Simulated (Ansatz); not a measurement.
Ag3O:
Space group P-31m (No. 162); a = b = 5.322 Å, c = 4.971 Å, α = β = 90.00°, γ = 120.00°

| atom | site | symmetry | x | y | z |
|---|---|---|---|---|---|
| O | 2d | 3.2 | 0.3333 | 0.6667 | 0.5000 |
| Ag | 6k | ..m | 0.3112 | 0.3112 | 0.7794 |

Relaxed with r²SCAN.

**Question.** Tabulate the valence density and the electron localisation function along the shortest Ag–Ag contact (2.75 Å), r²SCAN in the plane-wave PAW code Ansatz.

**Answer.** 

```csv
distance from Ag (Å),density (e/Å³),ELF
0.27,16.07,0.77
0.41,11.49,0.67
0.55,7.13,0.58
0.69,3.78,0.49
0.82,1.73,0.39
0.96,0.79,0.29
1.10,0.45,0.21
1.24,0.32,0.18
1.37,0.28,0.18
1.51,0.32,0.18
1.65,0.45,0.21
1.79,0.79,0.29
1.92,1.73,0.39
2.06,3.78,0.49
2.20,7.13,0.58
2.34,11.49,0.67
2.47,16.07,0.77
```

The density is the valence pseudo-density with augmentation charge, so density and ELF within about 1 Å of a nucleus are not all-electron values.

The workflow started from an entry of the Crystallography Open Database (COD). Its standing as an ambient phase is unchecked. Symmetry was held in the r²SCAN relaxation; whether a distortion lowers the energy is not shown. The run is not spin-polarised.

Potentials: the later of the program's two PAW sets.
